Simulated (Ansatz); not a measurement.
PNO in space group I2_12_12_1 (No. 24; P on 4c, N on 4a, O on 4b), r²SCAN (plane waves, PAW; program Ansatz). The conduction-band minimum lies at Γ, with 1 equivalent valley. Second derivatives d²E/dk² of the lowest band at one valley (eV·Å²), along Cartesian directions:

| direction | d²E/dk² |
|---|---|
| [100] | 10.04 |
| [010] | 12.91 |
| [001] | 9.507 |
| [110] | 11.47 |
| [101] | 9.772 |
| [011] | 11.21 |

Question: Find the principal effective masses, the density-of-states mass and the conductivity mass.

Answer: Off-diagonal terms follow from H_xy = H[110] − (H_xx + H_yy)/2, and m*/mₑ = 7.620 eV·Å² over each eigenvalue: 0.59, 0.76, 0.80. One valley's DOS mass (m₁m₂m₃)^(1/3) = 0.71, conductivity mass 3/(Σ 1/mᵢ) = 0.70 mₑ.

Question: What effective density of states Nc follows at 300 K for parabolic valleys?

Answer: Nc = 2.509e19 × 1 × (0.71)^(3/2) ≈ 1.5e19 cm⁻³.

The first step of the workflow began from a Materials Project structure, measured or hypothetical; the Crystallography Open Database copy checked does not list it. Whether it is the stable phase at ambient conditions was not checked. Symmetry was held in the r²SCAN relaxation; whether a distortion lowers the energy is not shown.

Potentials: the later of the program's two PAW sets.

Edges and masses are those of Kohn–Sham bands, whose gap is no quasiparticle gap.
